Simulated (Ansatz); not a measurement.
MoW (rock salt), relaxed and computed with several functionals in Ansatz (plane waves, PAW).

```json
[
 {"functional": "PBE", "a (Å)": "5.240", "ΔH_f (eV/atom)": "1.31", "B₀ by P(V) fit (GPa)": "200"},
 {"functional": "PBEsol", "a (Å)": "5.180", "ΔH_f (eV/atom)": "1.36", "B₀ by P(V) fit (GPa)": "219"},
 {"functional": "r²SCAN", "a (Å)": "___", "ΔH_f (eV/atom)": "___", "B₀ by P(V) fit (GPa)": "___"}
]
```

Task: Fill in the missing entries.

Result: 
- r²SCAN, a (Å): 5.212
- r²SCAN, ΔH_f (eV/atom): 1.40
- r²SCAN, B₀ by P(V) fit (GPa): 209

Typed or built starts, not in the databases checked: MoW, rock salt. Unstable at this level: MoW, rock salt with PBEsol; MoW, rock salt with r²SCAN. All cells were relaxed under the symmetry of their starts (and spin orders); stability against distortions was not tested throughout. Rows with no word on spin ran without spin polarisation. Spin–orbit coupling is left out wherever it is not named.

Potentials: the later of the program's two PAW sets.

Ansatz (an electronic-structure program) is a plane-wave DFT program.

Formation energies count from the lowest solids of the elements computed at the same level, not from gases.
